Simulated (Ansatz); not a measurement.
InBiN₂:
```yaml
crystal:
  lattice:
    - [3.60719, 0.00000, 0.00000]
    - [-1.80359, 3.12392, 0.00000]
    - [0.00000, 0.00000, 6.35328]
  atoms:
    - { symbol: Bi, position: [0.33333, 0.66667, 0.00537] }
    - { symbol: N, position: [0.33333, 0.66667, 0.41034] }
    - { symbol: In, position: [0.66667, 0.33333, 0.50451] }
    - { symbol: N, position: [0.66667, 0.33333, 0.84977] }
```

Relaxed with PBEsol. Special points in fractions of this cell's reciprocal vectors: Γ (0.000, 0.000, 0.000); M (0.500, 0.000, 0.000); K (0.333, 0.333, 0.000); A (0.000, 0.000, 0.500); L (0.500, 0.000, 0.500); H (0.333, 0.333, 0.500).

Problem. List the band energies nearest the Fermi level at these points for DFT-PBEsol with spin–orbit coupling in the program Ansatz with PAW potentials.

Solution. In eV from the Fermi level; about four levels below and three above (degenerate sets whole), none deeper than 8.9 eV; points with the same levels are listed once.

```csv
k,below,above
Γ,-1.02 -1.02 -1.00 -1.00,0.23 0.23 2.20 2.20
M,-2.12 -2.12 -0.81 -0.81,1.10 1.10 2.58 2.58
K,-3.81 -3.65 -3.56 -3.49,0.13 0.14 1.12
A,-1.11 -1.11 -1.09 -1.09,0.53 0.53 1.86 1.86
L,-0.87 -0.87 -0.21 -0.21,3.15 3.15 3.93 3.93
H,-2.88 -2.82 -0.80 -0.76,1.27 1.65 2.03
```

Space group P3m1. The start of the workflow was typed in or built on a structure type; neither database checked (COD, Materials Project) lists it. Whether it is the stable phase at ambient conditions was not checked. The PBEsol relaxation kept the symmetry of its start; its stability against distortions is not shown here. The volume moved by 26 % from the start of the relaxation. Its formation energy is positive at this level, so the cell may be metastable or incomplete.

Potentials: the earlier of the program's two PAW sets. The files were generated under PBE; for other functionals the program regenerates the frozen cores, and for LDA and PBEsol the local potential too.
